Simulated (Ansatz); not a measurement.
# La4CdGeBi2: reading a single point

```
Bi Cd Ge La
1.0
    -4.21237    4.21237    3.55658
     4.21237   -4.21237    3.55658
     4.21237    4.21237   -3.55658
Bi Cd Ge La
2 1 1 4
Direct
  0.50000 0.00000 0.50000
  0.00000 0.50000 0.50000
  0.50000 0.50000 0.00000
  0.00000 0.00000 0.00000
  0.94972 0.94972 0.34988
  0.05028 0.40016 0.00000
  0.59984 0.59984 0.65012
  0.40016 0.05028 0.00000
```

The numbers come from plane-wave PAW DFT (Ansatz): PBE, no spin polarisation, 420 eV, 5×5×5 Γ-centred k points, cold occupations (width 0.016 eV). Nothing was relaxed.

Problem. What is the formation energy?

Solution. -0.37 eV an atom against the elements' usual phases (free molecules for gases, crystals otherwise, with no correction for O₂ or N₂), so it is bound against them; other compounds may still compete. Relaxing would lower it.

Problem. Is there a gap?

Solution. It is a metal, with about 6 states/eV a cell as the mean within 0.25 eV of the Fermi level, mostly La d (65 %).

Problem. Describe some of the short contacts.

Solution. Ge–La at 2.63 Å: least valence density 0.43 e/Å³ and ELF 0.36 there. Cd–La at 2.86 Å: least valence density 0.30 e/Å³ and ELF 0.22 there. Bi–La at 3.50 Å: least valence density 0.13 e/Å³ and ELF 0.18 there. These are pseudo-fields; inside the PAW spheres they differ from the all-electron ones.

Problem. Where is the largest force?

Solution. The largest is on La8 (and as large on other atoms): 3.06 eV/Å, components (-2.13, 2.13, 0.51). It makes 152° with the line to a nearest neighbour, Ge4 at 2.63 Å, pointing away from it.

Origin: a known structure type with other elements, at an estimated volume, so it need not be a known compound. Caveats: atoms or cell far from equilibrium; f levels without a U or exact exchange are poorly placed.
